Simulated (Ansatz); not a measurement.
Input, command and steps of an Ansatz relaxation.

```yaml
crystal:
  lattice:
    - [3.0917665516, 0.0, 0.0]
    - [-1.5458832758, 2.6775483763, 0.0]
    - [0.0, 0.0, 5.0740210439]
  atoms:
    - { symbol: Si, position: [0.3333333333, 0.6666666667, 0.004563512] }
    - { symbol: Si, position: [0.6666666667, 0.3333333333, 0.504563512] }
    - { symbol: C, position: [0.3333333333, 0.6666666667, 0.380436488] }
    - { symbol: C, position: [0.6666666667, 0.3333333333, 0.880436488] }
basis:
  ecutwfc: 420
kpoints:
  mp_grid: { grid: [12, 12, 6] }
hamiltonian:
  xc: lda
scf:
  occupations: { method: gaussian, width: 0.02 }
output:
  forces: true
  stress: true
  eigenvalues: true
relax:
  adjacent_minimum: "off"
  f_tol: 0.005
  max_steps: 50
  cell: { stress_tol: 0.05 }
```

```bash
ansatz run input.yaml --threads 1 --pin off --max-ram 2560MiB --backend cpu --events-out ev --progress --plain --runs-dir out
```

All numbers below come from DFT LDA, scalar-relativistic, plane waves, PAW (Ansatz 0.2.0).

Of 7 frames 6 are shown, positions in Å and forces in eV/Å; the SCF threshold varies from step to step. Steps run on the plane waves of an earlier cell, with a Pulay correction in the pressure. The basis is chosen afresh for the last frame, the zero of the energies, and at times for earlier ones too; energy and pressure step there, also at an unchanged geometry.

```xyz
4
Lattice="3.0918 0.0000 0.0000 -1.5459 2.6775 0.0000 0.0000 0.0000 5.0740" Properties=species:S:1:pos:R:3:forces:R:3 pbc="T T T" step=1 free_energy_over_end_meV_per_atom=8.53 pressure_GPa=-7.44
Si    0.0000    1.7850    0.0232    0.0000    0.0000   -0.0008
Si    1.5459    0.8925    2.5602    0.0000    0.0000   -0.0008
C     0.0000    1.7850    1.9303    0.0000    0.0000    0.0008
C     1.5459    0.8925    4.4674    0.0000    0.0000    0.0008
4
Lattice="3.0722 0.0000 0.0000 -1.5361 2.6606 0.0000 0.0000 0.0000 5.0434" Properties=species:S:1:pos:R:3:forces:R:3 pbc="T T T" step=2 free_energy_over_end_meV_per_atom=1.38 pressure_GPa=-3.47
Si    0.0000    1.7738    0.0233    0.0000    0.0000   -0.0049
Si    1.5361    0.8869    2.5450    0.0000    0.0000   -0.0049
C     0.0000    1.7738    1.9184    0.0000    0.0000    0.0049
C     1.5361    0.8869    4.4401    0.0000    0.0000    0.0049
4
Lattice="3.0565 0.0000 0.0000 -1.5282 2.6470 0.0000 0.0000 0.0000 5.0145" Properties=species:S:1:pos:R:3:forces:R:3 pbc="T T T" step=3 free_energy_over_end_meV_per_atom=-0.74 pressure_GPa=0.18
Si    0.0000    1.7647    0.0230    0.0000    0.0000   -0.0015
Si    1.5282    0.8823    2.5302    0.0000    0.0000   -0.0015
C     0.0000    1.7647    1.9076    0.0000    0.0000    0.0015
C     1.5282    0.8823    4.4148    0.0000    0.0000    0.0015
4
Lattice="3.0568 0.0000 0.0000 -1.5284 2.6472 0.0000 0.0000 0.0000 5.0173" Properties=species:S:1:pos:R:3:forces:R:3 pbc="T T T" step=4 free_energy_over_end_meV_per_atom=-0.73 pressure_GPa=0.00
Si    0.0000    1.7648    0.0231    0.0000    0.0000   -0.0014
Si    1.5284    0.8824    2.5318    0.0000    0.0000   -0.0014
C     0.0000    1.7648    1.9085    0.0000    0.0000    0.0014
C     1.5284    0.8824    4.4172    0.0000    0.0000    0.0014
4
Lattice="3.0568 0.0000 0.0000 -1.5284 2.6472 0.0000 0.0000 0.0000 5.0173" Properties=species:S:1:pos:R:3:forces:R:3 pbc="T T T" step=5 free_energy_over_end_meV_per_atom=0.00 pressure_GPa=-0.13
Si    0.0000    1.7648    0.0231    0.0000    0.0000   -0.0014
Si    1.5284    0.8824    2.5318    0.0000    0.0000   -0.0014
C     0.0000    1.7648    1.9085    0.0000    0.0000    0.0014
C     1.5284    0.8824    4.4172    0.0000    0.0000    0.0014
4
Lattice="3.0564 0.0000 0.0000 -1.5282 2.6469 0.0000 0.0000 0.0000 5.0159" Properties=species:S:1:pos:R:3:forces:R:3 pbc="T T T" step=7 free_energy_over_end_meV_per_atom=0.00 pressure_GPa=0.00
Si    0.0000    1.7646    0.0230    0.0000    0.0000    0.0000
Si    1.5282    0.8823    2.5310    0.0000    0.0000    0.0000
C     0.0000    1.7646    1.9081    0.0000    0.0000    0.0000
C     1.5282    0.8823    4.4160    0.0000    0.0000    0.0000
```

The run took 34 s on 1 thread of Intel(R) Xeon(R) Processor @ 2.70GHz (shared host), peak memory 0.37 GiB.